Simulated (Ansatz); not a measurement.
NaLi2CoF6: distorted, then relaxed

Reference cell (from a database, not relaxed at this level), space group Fm-3m:

```xyz
10
Lattice="0.0000 3.9886 3.9886 3.9886 0.0000 3.9886 3.9886 3.9886 0.0000" Properties=species:S:1:pos:R:3 pbc="T T T"
Na    3.9886    3.9886    3.9886
Li    1.9943    1.9943    1.9943
Li    5.9829    5.9829    5.9829
Co    0.0000    0.0000    0.0000
F     3.9886    3.9886    1.8460
F     6.1312    3.9886    3.9886
F     3.9886    3.9886    6.1312
F     3.9886    1.8460    3.9886
F     3.9886    6.1312    3.9886
F     1.8460    3.9886    3.9886
```

All numbers below come from DFT PBE, scalar-relativistic, plane waves, PAW (Ansatz 0.2.0).

Plane waves to 420 eV, a k mesh through Γ of 8×8×8 on the computed 10-atom cell and Gaussian smearing (0.10 eV); no spin polarisation.

The distortion (moves first, then the strain in tensor components): strain (xx yy zz yz xz xy, %) -2.18 -2.18 -2.18 0.00 0.00 0.00, moves (Å) F5 (0.000, 0.000, 0.039); F6 (-0.039, 0.000, 0.000); F7 (0.000, 0.000, -0.039); F8 (0.000, 0.039, 0.000); F9 (0.000, -0.039, 0.000); F10 (0.039, 0.000, 0.000). It leaves space group Fm-3m, a largest force of 0.56 eV/Å and a pressure of 2.81 GPa, and changes the free energy by +13.1 meV/atom. Atoms and cell are then relaxed to a pressure of 0 GPa within that group.

Q: Where does the relaxation end, and does the reference's symmetry return?

A: The free energy has changed by -13.2 meV/atom, to 0.1 meV/atom below the reference cell. The end has space group Fm-3m at a tolerance of 0.05 Å and a volume -0.0 % from the reference's. The distortion kept the reference's symmetry, so this run doesn't test stability against moves that break it.

Final structure:
```
CELL_PARAMETERS angstrom
0.00000 3.98797 3.98797
3.98797 0.00000 3.98797
3.98797 3.98797 0.00000
ATOMIC_POSITIONS crystal
Na 0.50000 0.50000 0.50000
Li 0.25000 0.25000 0.25000
Li 0.75000 0.75000 0.75000
Co 0.00000 0.00000 0.00000
F 0.23099 0.23099 0.76901
F 0.23099 0.76901 0.76901
F 0.76901 0.76901 0.23099
F 0.23099 0.76901 0.23099
F 0.76901 0.23099 0.76901
F 0.76901 0.23099 0.23099
```

Cost: 3 runs of about 9.5 core-minutes in all, on Arm Neoverse N1 (shared hosts).